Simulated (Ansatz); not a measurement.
**Cl, first-principles data**

Cl:
```
Cl
1.0
    3.09372    -1.85644     0.00000
    3.09372     1.85644     0.00000
    0.00000     0.00000     7.79469
Cl
4
Direct
  0.63750   0.36250   0.38651
  0.86250   0.13750   0.88651
  0.13750   0.86250   0.11349
  0.36250   0.63750   0.61349
```

Space group Cmce (No. 64), molecular I2 type; conventional cell a = 6.187 Å, b = 3.713 Å, c = 7.795 Å, α = 90.00°, β = 90.00°, γ = 90.00°.

Method: the program Ansatz at the LDA level (PAW). The cell and atoms are relaxed at this level. Other levels are named where they apply.

### Cell and energy

```json
{
  "volume_per_atom": "22.38 Å³",
  "density": "2.63 g/cm³"
}
```

### Electronic structure

```json
{
 "band_gap": "1.86 eV (smallest direct gap 1.87 eV)",
 "valence_band_maximum": "at Γ",
 "conduction_band_minimum": "on the Δ0–Γ line, 87 % of the way from Δ0 (k = -0.047, 0.042, 0.000) (2 equivalent valleys)"
}
```

The LDA relaxation kept the symmetry of its start. The substance is a gas or liquid at ambient conditions; this is its low-temperature solid. The volume lies over 15 % below that of the usual cell of this phase: another minimum, or an error of the functional. A crystal of weakly bound units computed without a dispersion correction: the cell and the soft elastic constants depend strongly on that.

Potentials: the earlier of the program's two PAW sets.
